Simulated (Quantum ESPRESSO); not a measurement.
## Ge6PB (input and log of a self-consistent run)

Simulated, not a measurement. The program is pw.x of Quantum ESPRESSO 7.5 (plane-wave density functional theory). The cell is made up: 8 atoms on a zincblende/diamond lattice, with randomly drawn elements, strain and displacements, not relaxed. PseudoDojo standard norm-conserving files (v0.5 for PBE, v0.4.1 for LDA and PBEsol) set the functional; there is no spin polarisation, spin-orbit coupling or dispersion term, and the masses in the input are unused placeholders.

Input:

```
&control calculation='scf', pseudo_dir='./dojo.nc.sr.pbe.v0_5.standard.upf', outdir='./o', disk_io='medium', tprnfor=.true., tstress=.true. /
&system ibrav=0, nat=8, ntyp=3, nbnd=56, ecutwfc=77.98206166, nosym=.true., tot_charge=0,
 occupations='smearing', smearing='fd', degauss=0.0073498644
/
&electrons conv_thr=7.350e-09, electron_maxstep=60, /
ATOMIC_SPECIES
B 1.0 B.upf
Ge 1.0 Ge.upf
P 1.0 P.upf
CELL_PARAMETERS angstrom
5.6074 -0.0482 0.0006
-0.0482 5.6336 0.074
0.0006 0.074 5.7721
ATOMIC_POSITIONS angstrom
Ge -0.0726 0.1222 -0.0077
Ge 0.0368 2.7708 2.9141
Ge 2.7335 -0.0375 2.8462
Ge 2.838 2.9969 -0.051
P 1.449 1.3942 1.5133
B 1.3721 4.1973 4.4916
Ge 4.2029 1.4126 4.3804
Ge 4.1547 4.1896 1.5493
K_POINTS automatic
6 6 6 1 1 1
```

The log is shortened where brackets say so; the opening notice, blank lines, dates and the lines on written files are dropped, and the path of the files is cut. It prints rydbergs, bohrs and kilobars, and counts compression as positive stress.

```
     Program PWSCF v.7.5
     Parallel version (MPI & OpenMP), running on       1 processor cores
     Number of MPI processes:                 1
     Threads/MPI process:                     1
     [start-up lines left out]
     bravais-lattice index     =            0
     lattice parameter (alat)  =      10.5968  a.u.
     unit-cell volume          =    1230.1920 (a.u.)^3
     number of atoms/cell      =            8
     number of atomic types    =            3
     number of electrons       =        92.00
     number of Kohn-Sham states=           56
     kinetic-energy cutoff     =      77.9821  Ry
     charge density cutoff     =     311.9282  Ry
     scf convergence threshold =      7.3E-09
     mixing beta               =       0.7000
     number of iterations used =            8  plain     mixing
     Exchange-correlation= PBE
                           (   1   4   3   4   0   0   0)
     [axes and pseudopotential details left out]
   Cartesian axes
     site n.     atom                  positions (alat units)
         1        Ge     tau(   1) = (  -0.0129467   0.0217918  -0.0013731  )
         2        Ge     tau(   2) = (   0.0065625   0.4941145   0.5196691  )
         3        Ge     tau(   3) = (   0.4874628  -0.0066873   0.5075605  )
         4        Ge     tau(   4) = (   0.5060982   0.5344347  -0.0090948  )
         5        P      tau(   5) = (   0.2583990   0.2486265   0.2698656  )
         6        B      tau(   6) = (   0.2446855   0.7485011   0.8009834  )
         7        Ge     tau(   7) = (   0.7494997   0.2519078   0.7811531  )
         8        Ge     tau(   8) = (   0.7409043   0.7471279   0.2762854  )
     number of k points=   108  Fermi-Dirac smearing, width (Ry)=  0.0073
     Number of k-points >= 100: set verbosity='high' to print them.
     Dense  grid:   114447 G-vectors     FFT dimensions: (  60,  60,  64)
     Estimated max dynamical RAM per process >     165.71 MB
     Initial potential from superposition of free atoms
     starting charge      91.9947, renormalised to      92.0000
     Starting wfcs are   62 randomized atomic wfcs
     total cpu time spent up to now is       58.6 secs
     per-process dynamical memory:   100.5 Mb
     Self-consistent Calculation
     iteration #  1     ecut=    77.98 Ry     beta= 0.70
     Davidson diagonalization with overlap
     ethr =  1.00E-02,  avg # of iterations =  3.3
     Threshold (ethr) on eigenvalues was too large:
     Diagonalizing with lowered threshold
     Davidson diagonalization with overlap
     ethr =  2.83E-04,  avg # of iterations =  4.7
     total cpu time spent up to now is      419.0 secs
     total energy              =   -1091.30927736 Ry
     estimated scf accuracy    <       0.26762150 Ry
     iteration #  2     ecut=    77.98 Ry     beta= 0.70
     Davidson diagonalization with overlap
     ethr =  2.91E-04,  avg # of iterations =  7.6
     total cpu time spent up to now is      624.6 secs
     total energy              =   -1091.29739786 Ry
     estimated scf accuracy    <       0.51111225 Ry
     iteration #  3     ecut=    77.98 Ry     beta= 0.70
     Davidson diagonalization with overlap
     ethr =  2.91E-04,  avg # of iterations =  4.1
     total cpu time spent up to now is      825.4 secs
     total energy              =   -1091.39810730 Ry
     estimated scf accuracy    <       0.01872036 Ry
     iteration #  4     ecut=    77.98 Ry     beta= 0.70
     Davidson diagonalization with overlap
     ethr =  2.03E-05,  avg # of iterations =  6.8
     total cpu time spent up to now is     1019.4 secs
     total energy              =   -1091.40126529 Ry
     estimated scf accuracy    <       0.00401227 Ry
     iteration #  5     ecut=    77.98 Ry     beta= 0.70
     Davidson diagonalization with overlap
     ethr =  4.36E-06,  avg # of iterations =  3.8
     total cpu time spent up to now is     1203.1 secs
     total energy              =   -1091.40205415 Ry
     estimated scf accuracy    <       0.00060765 Ry
     iteration #  6     ecut=    77.98 Ry     beta= 0.70
     Davidson diagonalization with overlap
     ethr =  6.60E-07,  avg # of iterations =  2.1
     total cpu time spent up to now is     1313.3 secs
     total energy              =   -1091.40218594 Ry
     estimated scf accuracy    <       0.00002834 Ry
     iteration #  7     ecut=    77.98 Ry     beta= 0.70
     Davidson diagonalization with overlap
     ethr =  3.08E-08,  avg # of iterations =  4.9
     total cpu time spent up to now is     1476.5 secs
     total energy              =   -1091.40219484 Ry
     estimated scf accuracy    <       0.00000663 Ry
     iteration #  8     ecut=    77.98 Ry     beta= 0.70
     Davidson diagonalization with overlap
     ethr =  7.21E-09,  avg # of iterations =  2.0
     total cpu time spent up to now is     1631.2 secs
     total energy              =   -1091.40219562 Ry
     estimated scf accuracy    <       0.00000132 Ry
     iteration #  9     ecut=    77.98 Ry     beta= 0.70
     Davidson diagonalization with overlap
     ethr =  1.44E-09,  avg # of iterations =  3.0
     total cpu time spent up to now is     1782.1 secs
     total energy              =   -1091.40219584 Ry
     estimated scf accuracy    <       0.00000005 Ry
     iteration # 10     ecut=    77.98 Ry     beta= 0.70
     Davidson diagonalization with overlap
     ethr =  5.36E-11,  avg # of iterations =  4.5
     total cpu time spent up to now is     1973.1 secs
     total energy              =   -1091.40219587 Ry
     estimated scf accuracy    <       0.00000002 Ry
     iteration # 11     ecut=    77.98 Ry     beta= 0.70
     Davidson diagonalization with overlap
     ethr =  1.76E-11,  avg # of iterations =  2.0
     total cpu time spent up to now is     2103.2 secs
     End of self-consistent calculation
     Number of k-points >= 100: set verbosity='high' to print the bands.
     the Fermi energy is     7.8111 ev
!    total energy              =   -1091.40219587 Ry
     estimated scf accuracy    <          2.7E-09 Ry
     smearing contrib. (-TS)   =      -0.00165940 Ry
     internal energy E=F+TS    =   -1091.40053647 Ry
     The total energy is F=E-TS. E is the sum of the following terms:
     one-electron contribution =    -617.47808109 Ry
     hartree contribution      =     364.82438711 Ry
     xc contribution           =    -267.91415189 Ry
     ewald contribution        =    -570.83269059 Ry
     convergence has been achieved in  11 iterations
     Forces acting on atoms (cartesian axes, Ry/au):
     atom    1 type  2   force =     0.09087830   -0.09524285    0.01284830
     atom    2 type  2   force =     0.04555322    0.05486721    0.04940886
     atom    3 type  2   force =    -0.02631370   -0.04400673    0.08435326
     atom    4 type  2   force =    -0.06297470   -0.01198191   -0.03626118
     atom    5 type  3   force =    -0.01412309    0.02559736   -0.04182616
     atom    6 type  1   force =    -0.00757153    0.02233952   -0.02913303
     atom    7 type  2   force =    -0.05314663    0.03123370   -0.04038280
     atom    8 type  2   force =     0.02769814    0.01719370    0.00099276
     Total force =     0.225154     Total SCF correction =     0.000268
     Computing stress (Cartesian axis) and pressure
          total   stress  (Ry/bohr**3)                   (kbar)     P=      -38.79
  -0.00022246  -0.00002017   0.00006606          -32.73       -2.97        9.72
  -0.00002017  -0.00024169  -0.00013310           -2.97      -35.55      -19.58
   0.00006606  -0.00013310  -0.00032700            9.72      -19.58      -48.10
     init_run     :     54.69s CPU     58.35s WALL (       1 calls)
     electrons    :   1936.61s CPU   2044.66s WALL (       1 calls)
     forces       :     21.02s CPU     21.32s WALL (       1 calls)
     stress       :     86.82s CPU     87.46s WALL (       1 calls)
     [timing details left out]
     PWSCF        :  34m59.94s CPU  36m55.05s WALL
     JOB DONE.
```

In other units: free energy -14849.283 eV for the cell, pressure -3.88 GPa, largest force component 2.449 eV/Å. A rerun of a related cell, with the same atoms placed differently, at 1347 eV and a 8 x 8 x 8 mesh moved values by no more than 0.002 eV in energy, 0.03 GPa in stress and 0.010 eV/Å in force.